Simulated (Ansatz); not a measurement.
Given:

YSi2:
```
CELL_PARAMETERS angstrom
      2.78500     2.78427     0.00000
     -2.78500     2.78427     0.00000
     -2.77971     0.00000     7.22334
ATOMIC_POSITIONS crystal
  Y  0.87483 0.87483 0.25000
  Y  0.12517 0.12517 0.75000
  Si 0.45681 0.29297 0.41395
  Si 0.54319 0.70703 0.58605
  Si 0.29297 0.45681 0.08605
  Si 0.70703 0.54319 0.91395
```

This is the PBEsol-relaxed structure.

### Question
All from PBEsol in the plane-wave PAW code Ansatz, unless another level is named. Give the highest zone-centre frequency.

### Answer
13.44 THz.

### Question
Next, the bulk modulus (Birch–Murnaghan fit)?

### Answer
94.1 GPa.

Space group I4_1/amd. The first step of the workflow began from a Materials Project structure, measured or hypothetical; the Crystallography Open Database copy checked does not list it. COD files the formula under space group No. 191, so this cell is another polymorph or a model. Its standing as an ambient phase is unchecked. The PBEsol relaxation kept the symmetry of its start; of distortions, only those at the zone centre were tested. The run is not spin-polarised. As this level gives no gap, phonon frequencies hold no LO–TO term and depend on the k-mesh and smearing (Fermi–Dirac, 0.1 eV here).

Potentials: the later of the program's two PAW sets.
